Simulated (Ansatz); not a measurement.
The relaxed structure here is a generated cell of GaP: the first start was made by placing the elements on the sites of a structure type, and the end was not matched to a known phase here, so it may be hypothetical. Known forms of GaP include space group No. 216.

A relaxed structure of GaP. The numbers are results of r2SCAN (plane waves to 500 eV, PAW, scalar-relativistic; Ansatz, a quantum-chemistry and plane-wave program), not measurements.

```
CELL_PARAMETERS angstrom
      3.86314     0.00000     0.00000
     -1.93157     3.34558     0.00000
      0.00000     0.00000     8.52568
ATOMIC_POSITIONS crystal
  Ga 0.50000 0.00000 0.50000
  Ga 0.00000 0.50000 0.16667
  Ga 0.50000 0.50000 0.83333
  P  0.50000 0.00000 0.00000
  P  0.00000 0.50000 0.66667
  P  0.50000 0.50000 0.33333
```

### Question
Find the space group and the Wyckoff positions (tolerance 0.01 Å).

### Answer
Space group P6₂22 (No. 180); a = b = 3.863 Å, c = 8.526 Å, α = β = 90.00°, γ = 120.00°

```json
[
 {"atom": "Ga", "site": "3d", "symmetry": "222", "x": "0.5000", "y": "0.0000", "z": "0.5000"},
 {"atom": "P", "site": "3c", "symmetry": "222", "x": "0.5000", "y": "0.0000", "z": "0.0000"}
]
```

### Question
Give the shortest distances between elements (the closest pairs, up to four, under 3.6 Å).

### Answer
Ga–P 2.40 Å; Ga–Ga 3.44 Å; P–P 3.44 Å.

```json
{
  "volume_per_atom": "18.36 Å³",
  "band_gap": "0.59 eV, indirect (valence top at Γ, conduction bottom at K) (no spin-orbit coupling)",
  "smallest_direct_gap": "1.12 eV at Γ"
}
```

No spin polarisation in the result.

The run could not lose the symmetry of its start; a randomly shaken copy of 12 atoms returns to this structure.
